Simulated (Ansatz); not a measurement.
A geometry of ZrS2 away from equilibrium: the start of the relaxation of a relaxed ZrS2 cell with one S and one Zr atom exchanged in a cell of 3 atoms. These are r2SCAN (plane waves to 500 eV, PAW, scalar-relativistic; Ansatz, a quantum-chemistry and plane-wave program) values and carry that method's errors. Γ-centred k-mesh 7×7×4 on the run's cell (coarser than for final values), Fermi–Dirac smearing 0.05 eV.

```xyz
3
Lattice="3.6910 0.0000 0.0000 -1.8455 3.1965 0.0000 0.0000 0.0000 6.0973" Properties=species:S:1:pos:R:3 pbc="T T T"
S      0.0000     0.0000     0.0000
S      0.0000     2.1310     1.4365
Zr     1.8455     1.0655     4.6607
```

Q: What forces act on the atoms (eV/Å)?

A: 
```csv
atom,Fx,Fy,Fz
S1,0.00,0.00,-3.12
S2,0.00,0.00,3.96
Zr3,0.00,0.00,-0.84
```

Q: What is the pressure?

A: -3.3 GPa, compression positive.

Q: How much energy per atom can still be gained by relaxing?

A: 2.16 eV/atom; the path ends in P-3m1 (No. 164) (CdI2 type).

No spin polarisation in the result. Without a van der Waals term the distances between weakly bound units are poorly fixed.

The run could not lose the symmetry of its start.
